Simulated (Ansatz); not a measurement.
**Moving the dispersion correction in Ca3Lu**

The cell as given:

It takes space group Pm-3m (No. 221, cubic). Conventional cell: a = 5.362 Å, b = 5.362 Å, c = 5.362 Å, α = 90.00°, β = 90.00°, γ = 90.00°. Lu (site symmetry m-3m) has 12 Ca at 3.79 Å as nearest neighbours. Around Ca (site symmetry 4/mmm) lie 4 Lu at 3.79 Å and 8 Ca at 3.79 Å.

The cell comes from a database or a generator and needn't be the stable form of this composition.

Kept alike: task relaxation of cell and atoms; functional PBE; k mesh 5 × 5 × 5; occupations fermi-dirac, width 0.05 eV; no spin polarisation. Program: Ansatz, Ansatz PAW, cutoff 420 eV. The mesh is that of the run's cell of 4 atoms. No spin-orbit coupling.

```csv
dispersion correction,volume (Å³/atom)
D3(BJ),36.689
D3(BJ)-ATM,36.844
D4,37.847
none,38.536
```

Stopped at the starting cell, within the stress tolerance: none. The relaxations keep at least the cell's symmetry (Pm-3m). For a metal such a mesh leaves the last digits unconverged. Relaxations stop with a little pressure left, so the last digits of a volume or edge aren't settled.

Q: What does the dispersion correction change here?

A: The volume runs from 36.689 (D3(BJ)) to 38.536 Å³/atom (none). Against no correction: D3(BJ) -4.8 %; D3(BJ)-ATM -4.4 %; D4 -1.8 %. Dispersion terms mostly attract and so lower the volume; the schemes' coefficients and damping set how far.
